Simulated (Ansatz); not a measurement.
Input for Ansatz (plane-wave DFT, PAW):

```yaml
crystal:
  lattice:
    - [-3.3298699317, 3.3298699317, 2.9541532546]
    - [3.3298699317, -3.3298699317, 2.9541532546]
    - [3.3298699317, 3.3298699317, -2.9541532546]
  atoms:
    - { symbol: Zr, position: [0.6727925445, 0.1727925445, 0.8455850891] }
    - { symbol: Zr, position: [0.1727925445, 0.3272074555, 0.5] }
    - { symbol: Zr, position: [0.3272074555, 0.8272074555, 0.1544149109] }
    - { symbol: Zr, position: [0.8272074555, 0.6727925445, 0.5] }
    - { symbol: Rh, position: [0.25, 0.25, 0.0] }
    - { symbol: Rh, position: [0.75, 0.75, 0.0] }
basis:
  ecutwfc: 500
kpoints:
  mp_grid: { grid: [8, 8, 8] }
hamiltonian:
  xc: r2scan
scf:
  occupations: { method: gaussian, width: 0.1 }
output:
  forces: true
  stress: true
  eigenvalues: true
  write_density: true
  write_potential: true
  elf: true
  volumetric_format: npy
relax:
  adjacent_minimum: "off"
  f_tol: 0.01
  max_steps: 30
  cell: { stress_tol: 0.1, fix: [volume] }
```

Command:
```bash
ansatz run input.yaml --threads 1 --pin off --max-ram 2560MiB --backend cpu --events-out ev --progress --plain --runs-dir out
```

The calculation used DFT r2SCAN, scalar-relativistic, plane waves, PAW in Ansatz.

Abridged output (final results; tables in files aren't shown):

```
SCF 4 converged in 5 iterations: F = -29613.840926 eV  dr2 = 2.38e-10
SCF converged after 5 iterations
Free energy (F): -29613.840926 eV
Harris-Foulkes:  -29613.840926 eV  (|F-HF|=4.00e-11)
Internal energy: -29613.807733 eV  (E = F + TS)
E sigma→0 (E₀):  -29613.824329 eV
Entropy (-TS):   -0.033193 eV (-5.532 meV/atom)
Fermi energy:    14.380264 eV
--- Per-component energies (eV) ---
  E_band       = -884.224165
  E_kinetic    = 2460.311074
  E_local      = -7449.946613  (includes V_loc(G=0)·N_el)
  E_nonlocal   = 1025.712804
  E_hartree    = 2662.256397
  E_xc         = -1051.206048
  E_vxc        = -1466.331718  (∫ρ·V_xc dr)
  E_paw        = -19090.616816  (= ΣΔE_a)
  E_vpaw       = -871.411658  (= ΣTr[D̂ρ^β])
  E_aug_tail   = 0.001340  (compensation charges beyond the density's cutoff)
  E_vtau       = 92.928725  (kinetic-family band-sum trace: ∫τ·v_τ [+ j·A + Jᵃ·Aᵃ] dr)
  E_ewald      = -8168.920986
  E_core_change = -1.398885  (= ΣΔE_core)
  E_smearing   = -0.033193  (= −TS)
--- Forces (eV/Å), atoms counted from 1 ---
  atom   1  Zr     0.00316260     0.00316260     0.00000000
  atom   2  Zr    -0.00316260     0.00316260     0.00000000
  atom   3  Zr    -0.00316260    -0.00316260     0.00000000
  atom   4  Zr     0.00316260    -0.00316260     0.00000000
  atom   5  Rh     0.00000000     0.00000000     0.00000000
  atom   6  Rh     0.00000000     0.00000000     0.00000000
--- Stress (GPa, compression-positive) ---
       -9.693846       0.000000       0.000000
        0.000000      -9.693846       0.000000
        0.000000       0.000000      -9.708175
  P = ⅓ Tr σ = -9.6986 GPa (-96.986 kbar)
--- Band table (eV; the first three rows and the last of 59) ---
  k-point 0: bands = ["-66.3788", "-66.3670", "-36.4402", "-36.3911", "-36.3622", "-36.3622", "-33.5466", "-33.4650", "-33.4650", "-33.4497", "-33.4497", "-33.3903", "-13.9243", "-13.8439", "-13.8439", "-13.7864", "-13.7864", "-13.7415", "-13.7290", "-13.5790", "-13.5594", "-13.5128", "-13.5128", "-13.5002", "8.0171", "10.0108", "10.2816", "10.2816", "10.6456", "10.9912", "11.2873", "11.3900", "11.5792", "12.2530", "12.2530", "13.1361", "13.7892", "13.7892", "14.0098", "14.7913", "14.7913", "14.9355", "15.0064", "15.0064", "15.2126", "15.2936", "15.7367", "15.9159", "16.0835", "17.0588"]
  k-point 1: bands = ["-66.3788", "-66.3670", "-36.4382", "-36.3924", "-36.3640", "-36.3625", "-33.5459", "-33.4652", "-33.4634", "-33.4497", "-33.4496", "-33.3903", "-13.9155", "-13.8489", "-13.8458", "-13.8112", "-13.7834", "-13.7190", "-13.7078", "-13.5748", "-13.5728", "-13.5345", "-13.5120", "-13.5013", "8.1645", "9.9795", "10.3229", "10.3540", "10.6999", "10.9689", "11.2975", "11.3902", "11.4615", "12.2741", "12.3633", "13.0954", "13.6593", "13.8970", "13.9776", "14.5979", "14.6447", "14.7927", "14.8048", "14.9313", "15.2601", "15.4165", "15.7404", "16.1110", "16.2857", "16.8908"]
  k-point 2: bands = ["-66.3788", "-66.3670", "-36.4331", "-36.3952", "-36.3689", "-36.3633", "-33.5442", "-33.4655", "-33.4596", "-33.4497", "-33.4492", "-33.3902", "-13.8888", "-13.8604", "-13.8506", "-13.8330", "-13.7711", "-13.6951", "-13.6683", "-13.6100", "-13.5884", "-13.5577", "-13.5169", "-13.5050", "8.5773", "9.9540", "10.3762", "10.5414", "10.8285", "10.9071", "11.2338", "11.3616", "11.4132", "12.3144", "12.5777", "12.7580", "13.4851", "13.6674", "14.1099", "14.3424", "14.3462", "14.6330", "14.7197", "14.7905", "15.3174", "15.3231", "15.7939", "16.4938", "16.6298", "16.8071"]
  k-point 58: bands = ["-66.3788", "-66.3670", "-36.4055", "-36.4055", "-36.3972", "-36.3665", "-33.5373", "-33.4551", "-33.4551", "-33.4487", "-33.4487", "-33.3901", "-13.9661", "-13.9290", "-13.8510", "-13.7891", "-13.7550", "-13.7550", "-13.6563", "-13.5636", "-13.5526", "-13.5526", "-13.5194", "-13.5194", "10.1577", "10.5480", "10.6316", "10.6316", "11.3241", "11.3646", "11.5411", "11.5520", "11.8051", "11.8051", "11.8082", "12.4083", "12.4349", "12.4349", "13.9257", "13.9257", "13.9953", "14.0716", "14.5794", "15.6795", "15.6795", "15.9955", "16.2464", "16.4199", "16.5178", "16.5178"]
--- Relaxed structure (3 steps of the walk, 2 accepted, 1 SCFs on fresh bases) ---
  F+E_penalty+E_count = -29613.84092554 eV   max|allowed force component| = 3.163e-3 eV/Å   (the final SCF, on the basis selected at the relaxed cell)
  cell:  # Å, volume = 131.0230 Å³
    - [-3.32390487, 3.32390487, 2.96476578]
    - [3.32390487, -3.32390487, 2.96476578]
    - [3.32390487, 3.32390487, -2.96476578]
  atoms:
    - { symbol: Zr, position: [0.67555125, 0.17555125, 0.85110251] }
    - { symbol: Zr, position: [0.17555125, 0.32444874, 0.49999999] }
    - { symbol: Zr, position: [0.32444874, 0.82444874, 0.14889748] }
    - { symbol: Zr, position: [0.82444874, 0.67555125, 0.49999999] }
    - { symbol: Rh, position: [0.25, 0.25, 0.0] }
    - { symbol: Rh, position: [0.75, 0.75, 0.0] }
```

The relaxation met its thresholds.

Time: 2.7 min on 1 thread of Arm Neoverse V2, on a shared host, peak memory 1 GiB.